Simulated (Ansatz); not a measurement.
**Self-consistent states of KVF3 (Pm-3m)**

Computed with Ansatz (plane waves, PAW): LDA+U, U_eff = 3.0 eV (Dudarev form) on V d, fully localised double counting, scalar-relativistic datasets, 420 eV, PAW set soft_2 (made for PBE), 5×5×5 mesh, Gaussian smearing of 0.05 eV.

```yaml
crystal:
  lattice:
    - [4.13100, 0.00000, 0.00000]
    - [0.00000, 4.13100, 0.00000]
    - [0.00000, 0.00000, 4.13100]
  atoms:
    - { symbol: K, position: [0.00000, 0.00000, 0.00000] }
    - { symbol: V, position: [0.50000, 0.50000, 0.50000] }
    - { symbol: F, position: [0.50000, 0.50000, 0.00000] }
    - { symbol: F, position: [0.00000, 0.50000, 0.50000] }
    - { symbol: F, position: [0.50000, 0.00000, 0.50000] }
```

The structure is that of a cell as deposited in COD, unrelaxed.

Cell and atoms stay fixed, and the cell was started in 11 ways, without spin–orbit coupling. The starts were built for 3 d electrons on V, a formal count that the converged states needn't keep. Starting moments of the plain starts: V2 3.00 μB (atoms counted from 1).

How many distinct unconstrained states are reached, over what range, and what is the lowest like? The starts that converged:
- total moment locked at zero, no site moments, 0.00 μB per cell (constrained)
- total moment locked, 2.70 μB per cell (constrained)
- no spin polarisation
- site moments held at V2 1.78 μB (constrained)
- total moment locked, 0.75 μB per cell (constrained)
- site moments held at V2 2.33 μB (constrained)
- ferromagnetic start, free, symmetry kept, no search
- total moment locked, 3.30 μB per cell (constrained)
- ferromagnetic start, free, default search
- total moment held at first, then free, 1.50 μB per cell
- ferromagnetic start, free, natural orbitals of the symmetric run filled by rank

1 distinct free state (told apart by 2 meV/atom, or by moments or gap). The lowest has 3 d electrons in filled orbitals, 3 of them unpaired, the high-spin filling, a gap of 1.90 eV and a whole-number cell moment of 3 μB, as a collinear insulator must have; it came from: ferromagnetic start, free, symmetry kept, no search; total moment held at first, then free, 1.50 μB per cell; ferromagnetic start, free, natural orbitals of the symmetric run filled by rank; ferromagnetic start, free, default search.

Energies count from the lowest free state found; constrained states (a lock kept on the moments, or spin off) can lie above or below free ones. A natural orbital (eigenvector of a shell's occupation matrix) is counted as filled above 0.75 (0.9 in a metal) and as partly filled from 0.35 up to that; ↑ and ↓ are the spin channels.

| state | reached from | ΔE (meV/atom) | gap (eV) | P (GPa) | cell spin moment (μB) | site spin moments (μB) | shell filling | Hubbard energy (eV/cell) | flags |
| --- | --- | --- | --- | --- | --- | --- | --- | --- | --- |
| 1 | ferromagnetic start, free, symmetry kept, no search; total moment held at first, then free, 1.50 μB per cell; ferromagnetic start, free, natural orbitals of the symmetric run filled by rank; 1 more | 0.0 | 1.90 | -4.1 | 3.00 | V 2.22 | V 3↑ 0↓, 3.54 e | 0.77 | – |
| 2 | site moments held at V2 2.33 μB (constrained) | 16.6 | 2.57 | – | 3.00 | V 2.33 | V 3↑ 0↓, 3.53 e | 0.74 | lock stalled near its target |
| 3 | total moment locked, 2.70 μB per cell (constrained) | 96.8 | metal | -4.0 | 2.70 | V 2.13 | V 3↑ 0↓, 3.46 e | 0.99 | – |
| 4 | site moments held at V2 1.78 μB (constrained) | 169.6 | metal | – | 2.72 | V 1.78; F 0.08 | V 3↑ 0↓, 3.61 e | 1.25 | lock stalled near its target, occupations loosely converged |
| 5 | total moment locked, 3.30 μB per cell (constrained) | 222.2 | metal | -1.8 | 3.30 | V 2.26; F 0.08 | V 3↑ 0↓, 3.58 e | 0.82 | – |
| 6 | total moment locked, 0.75 μB per cell (constrained) | 581.2 | metal | -8.7 | 0.75 | V 0.58 | V 0↑(+3 partly) 0↓(+3 partly), 3.65 e | 2.69 | – |
| 7 | total moment locked at zero, no site moments, 0.00 μB per cell (constrained) | 620.6 | metal | -9.0 | 0.00 | under 0.05 | V 0↑(+3 partly) 0↓(+3 partly), 3.66 e | 2.82 | – |
| 8 | no spin polarisation | 620.6 | metal | -9.0 | 0.00 | under 0.05 | V 0 filled, 3 partly in each spin, 3.66 e | 2.82 | – |

Natural occupations of the lowest free state (state 1): V2 spin up: 0.12 0.12 1.00 1.00 1.00; V2 spin down: 0.04 0.04 0.04 0.10 0.10. Since all bands are wholly filled or empty, the fractional occupations (0.10, 0.12) come from mixing of the shell with the neighbours' orbitals (covalency), not from partly filled bands. The Hubbard potential on a natural orbital is U(½ − λ), so on V2 an orbital at λ = 1.00 is pushed 2.6 eV below one at λ = 0.12 of the same spin (U × 0.88). The gap is 1.90 eV; it is smaller, since bands have width and a band edge can belong to other orbitals than these. The crystal field splits d orbitals too, which this count leaves out.

All 4 free starts end within 3 meV/atom of the lowest, so here the result hardly hangs on the start.

With one V ion in the cell, V moments can't oppose each other.

In the lowest free state the fixed cell carries a pressure of -4.1 GPa (the cell is larger than this level of theory would relax to); relaxing would change energies and could change the order of close states.

The lowest state found needn't be the ground state of this level of theory. For metallic states the mesh is coarse, so energy differences carry some meV/atom. U is one value of a scan, not fitted to this compound, so the states needn't resemble the real material's. Stress under a held lock on site moments or directions isn't converged. A gap on the mesh alone may shrink between mesh points. Site moments are integrated in small spheres and here fall short of the shell's N↑ − N↓.
